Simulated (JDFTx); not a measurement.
* **surface**: TiC(100), C/Ti outermost, slab composition Ti4C4
* **bulk**: TiC, Fm-3m, lattice of mp-631 (not re-optimised)
* **slab**: 8 atoms in 4 planes, 1x1, 6.6 Å between the outermost planes
* **in-plane cell**: 3.063 × 3.063 Å, 9.38 Å²
* **cell height**: 22.5 Å
* **sampling**: 8×8×1 k mesh, Fermi smearing 0.01 Ha, no spin polarisation

Whether this polymorph is the ambient one wasn't checked. Neither spin polarisation nor a larger cell was tried.

Method: PBE, GBRV ultrasoft potentials, plane waves to 20/100 Ha, in a modified build of JDFTx. Liquid: CANDLE, water, 0.5 M KF. Between zero charge and 0.49 V from it the run gives σ = 5.4 μC/cm², a mean capacitance of 10.8 μF/cm². The liquid has ε = 78.4, a 1:1 salt at 0.5 M with linear (Debye) response, and T = 298 K.

Working it through: the Debye length, the diffuse-layer capacitance, and the inner capacitance that is left when the two stand in series.

Each ion has density c = 0.5 × 6.022×10⁻⁴ = 3.011e-04 Å⁻³. λ² = ε kT / (8π (e²/4πε₀) c) with kT = 0.02568 eV and e²/4πε₀ = 14.40 eV Å gives λ = 4.30 Å; the log prints 4.30 Å. C_diffuse = ε₀ε/λ = 161 μF/cm². Then 1/C_inner = 1/10.8 − 1/161, so C_inner = 11.6 μF/cm², which equals a vacuum gap of ε₀/C_inner = 0.76 Å. The diffuse layer takes 7 % of the potential drop; the rest lies between the electrode's charge and the onset of the dielectric, with the electrode's own (quantum) capacitance in it. The split is a model: in the calculation solvent and ions share one smooth cavity.
